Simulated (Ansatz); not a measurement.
The relaxed structure here is a generated cell of WSe2: the first start was made by placing the elements on the sites of a structure type, and the end was not matched to a known phase here, so it may be hypothetical. Known forms of WSe2 include space group No. 194.

One starting cell of WSe₂ (a generated cell, WSe2 built in the baddeleyite structure type) was relaxed twice with Ansatz (plane waves, PAW, scalar-relativistic): with PBEsol at 420 eV and with PBE at 420 eV. The PBEsol result:

Space group P2₁/c (No. 14); a = 6.2259 Å, b = 6.2127 Å, c = 6.2579 Å, α = γ = 90.00°, β = 100.20°

```json
[
 {"atom": "W", "site": "4e", "symmetry": "1", "x": "0.2756", "y": "0.0496", "z": "0.1986"},
 {"atom": "Se", "site": "4e", "symmetry": "1", "x": "0.0873", "y": "0.3691", "z": "0.3196"},
 {"atom": "Se", "site": "4e", "symmetry": "1", "x": "0.5541", "y": "0.2632", "z": "0.0053"}
]
```

```tsv
quantity	PBEsol	PBE
space group	P2₁/c	P2₁/c
volume (Å³/atom)	19.85	20.97
a (Å)	6.226	6.299
b (Å)	6.213	6.264
c (Å)	6.258	6.477
gap (eV, no spin-orbit coupling)	0.00	0.00
```

Both levels end in the same structure; PBE's volume is 5.6 % larger. Neither column is exact.

No spin polarisation in the result.

The run could not lose the symmetry of its start; a randomly shaken copy of 12 atoms returns to this structure.

Ansatz is a quantum-chemistry and plane-wave program.
